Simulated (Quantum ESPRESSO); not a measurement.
## In3GaP4 (convergence and cost over cutoff and k mesh)

Computed values, not a measurement. The program is pw.x of Quantum ESPRESSO 7.5 (plane-wave density functional theory). The cell is made up: 8 atoms on a zincblende/diamond lattice, with randomly drawn elements, strain and displacements, not relaxed. PseudoDojo standard norm-conserving files (v0.5 for PBE, v0.4.1 for LDA and PBEsol) set the functional; there is no spin polarisation, spin-orbit coupling or dispersion term, and the masses in the input are unused placeholders.

Input of the run in row 4:

```
&control calculation='scf', pseudo_dir='./dojo.nc.sr.pbe.v0_5.standard.upf', outdir='./o', disk_io='medium', tprnfor=.true., tstress=.true. /
&system ibrav=0, nat=8, ntyp=3, nbnd=42, ecutwfc=79.96652505, nosym=.true., tot_charge=0,
 occupations='smearing', smearing='fd', degauss=0.0018374661
/
&electrons conv_thr=7.350e-09, electron_maxstep=60, /
ATOMIC_SPECIES
Ga 1.0 Ga.upf
In 1.0 In.upf
P 1.0 P.upf
CELL_PARAMETERS angstrom
5.7242 0.0162 0.0401
0.0162 5.7904 0.0067
0.0401 0.0067 5.8628
ATOMIC_POSITIONS angstrom
In -0.0392 -0.0026 -0.0261
In -0.008 2.9718 2.8809
Ga 2.8598 0.024 2.9473
In 2.8654 2.9131 -0.0049
P 1.4778 1.4614 1.4413
P 1.4705 4.4232 4.3683
P 4.3369 1.447 4.4287
P 4.3383 4.3567 1.5013
K_POINTS automatic
4 4 4 1 1 1
```

The same cell was run at these settings. Meshes are shifted by half a step, and differences are from the last row, which is itself not exact.

| cutoff (eV) | k mesh | k points solved | threshold (eV) | free energy less the last row's (eV) | pressure (GPa) | largest stress difference (GPa) | largest force difference (eV/Å) | iterations | wall time (s) | k-point pools | processor |
| --- | --- | --- | --- | --- | --- | --- | --- | --- | --- | --- | --- |
| 762 | 2 x 2 x 2 | 4 | 1e-04 | 2.373 | -11.97 | 14.76 | 0.015 | 7 | 52 | 1 | AMD EPYC, Zen 5 class |
| 1088 | 1 x 1 x 1 | 1 | 1e-07 | 7.792 | 6.91 | 4.35 | 0.246 | 12 | 68 | 1 | AMD EPYC, Zen 5 class |
| 592 | 4 x 4 x 4 | 32 | 1e-07 | 27.999 | -117.93 | 120.80 | 0.010 | 11 | 218 | 1 | AMD EPYC, Zen 5 class |
| 1088 | 4 x 4 x 4 | 32 | 1e-07 | 0.008 | 2.75 | 0.01 | 0.001 | 11 | 633 | 1 | AMD EPYC, Zen 5 class |
| 1377 | 6 x 6 x 6 | 108 | 1e-07 | 0.000 | 2.76 | 0.00 | 0.000 | 11 | 2156 | 1 | AMD EPYC, Zen 5 class |

Each pool is one process. Wall times include start-up and a band step at six k points, which weighs most on the coarsest meshes. The runs were on shared virtual cores whose load varied, so times are rough.